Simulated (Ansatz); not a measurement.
## SnO2 with Nb replacing Sn, one structure, two calculations

Cell: a supercell of SnO2 (rutile type, P4_2/mnm) built from a refined structure from the COD, with the ions relaxed around the defect (PBE).

Space group Fmmm (No. 69); a = 6.3730, b = 13.4011, c = 13.4011 Å.

| site | Wyckoff | site symmetry | x | y | z |
| --- | --- | --- | --- | --- | --- |
| Nb | 4a | mmm | 0.0000 | 0.0000 | 0.0000 |
| Sn2 | 4b | mmm | 0.5000 | 0.0000 | 0.0000 |
| Sn3 | 8c | 2/m.. | 0.0000 | 0.7500 | 0.7500 |
| Sn5 | 8d | .2/m. | 0.7500 | 0.0000 | 0.7500 |
| Sn7 | 8e | ..2/m | 0.7500 | 0.2500 | 0.0000 |
| O9 | 8i | mm2 | 0.0000 | 0.0000 | 0.8504 |
| O10 | 8i | mm2 | 0.5000 | 0.0000 | 0.8466 |
| O11 | 16m | m.. | 0.0000 | 0.7519 | 0.5975 |
| O13 | 16k | .2. | 0.7500 | 0.8478 | 0.7500 |
| O15 | 16o | ..m | 0.7561 | 0.0961 | 0.0000 |

One atom of each set is listed; the run and its k-mesh use a cell of 24 atoms with edges of 7.42, 7.42, 7.42 Å.

First run. All values are calculated (Ansatz; DFT, PBE, plane waves and PAW, scalar-relativistic, collinear spin, 420 eV cutoff, Γ-centred 4×4×4 k-points, Fermi–Dirac smearing 0.01 eV), not measured. Start moments as typed (μB): 1 on each Nb, none on the rest.

| site | V_zz (10²¹ V/m²) | η | m (μB) |
| --- | --- | --- | --- |
| Nb | -8.01 | 0.64 | 0.30 |
| Sn2 | 5.49 | 0.14 | 0.03 |
| Sn3 | 5.82 | 0.24 | 0.00 |
| Sn5 | 7.57 | 0.11 | 0.00 |
| Sn7 | -5.25 | 0.93 | 0.01 |
| O9 | -6.84 | 0.47 | 0.00 |
| O10 | -10.61 | 0.09 | 0.02 |
| O11 | -10.65 | 0.14 | 0.00 |
| O13 | -10.56 | 0.19 | 0.00 |
| O15 | -6.30 | 0.93 | 0.00 |

Second run. The same atoms and settings, except that the functional is r2SCAN and the cutoff is 500 eV.

**Question.** Given the first result, estimate the second.

**Answer.** 

```tsv
site	V_zz	η	change of V_zz	m (μB)
Nb	-8.93	0.98	-0.92	0.37
Sn2	5.55	0.40	+0.06	0.02
Sn3	5.81	0.19	-0.01	0.00
Sn5	7.34	0.12	-0.23	0.00
Sn7	5.24	0.83	–	0.01
O9	-6.88	0.50	-0.04	-0.01
O10	-10.37	0.06	+0.24	0.01
O11	-10.40	0.13	+0.25	0.00
O13	-10.35	0.17	+0.21	0.00
O15	-6.25	0.90	+0.05	0.00
```

The largest change of V_zz along a kept axis is on Nb, from -8.01 to -8.93. In per cent, |V_zz| changes by +11 on Nb, -3 to +1 on Sn, -2 to 0 on O (all sites that start above 2, bar those whose gradient vanishes or changes sign or whose main axis turns by over 40°). Where |V_zz| stays above 0.1 and the axes keep their order, η moves most on Nb, from 0.64 to 0.98. On Sn7 the largest principal value lies along another axis in the second run, so the two V_zz can't be compared directly. Isomer shifts (Sn against SnO₂, from the density at the nucleus and a line fitted to measured compounds for each functional; the lines scatter by about 0.1 mm/s, so smaller changes between functionals mean little): Sn2 0.39 → 0.32 mm/s; Sn3 0.07 → 0.05 mm/s; Sn5 0.08 → 0.05 mm/s; Sn7 0.11 → 0.09 mm/s.

The defect repeats with the cell of 24 atoms, so it feels its images: sites between two images don't show the values beside a lone defect, and zeros or small values of η there can come from the images' arrangement. O and Sn carry a gradient in the pure host already, so the values there aren't the defect's effect alone. The relaxation keeps the site symmetry mmm of the start, so the impurity can't leave its site; a distortion that would localise the partly filled state isn't explored. The defect cell has no gap above 0.1 eV on its mesh, so the values can hang on the smearing and the k-mesh. Without spin–orbit coupling (the program notes it for Nb and Sn) the gradients can shift somewhat, as the gap is small. The run lost most of its start moments on Nb; a state with other moments may lie lower.
For the first run: The cell keeps the host's lattice, where the PBE pressure is 12 GPa.
For the second run: The program didn't check the stability of this electronic state in full, so a lower one may lie near. With these PAW files V_zz is typically within 2 to 3 % of all-electron values, but misses above 10 % occur on Sn.
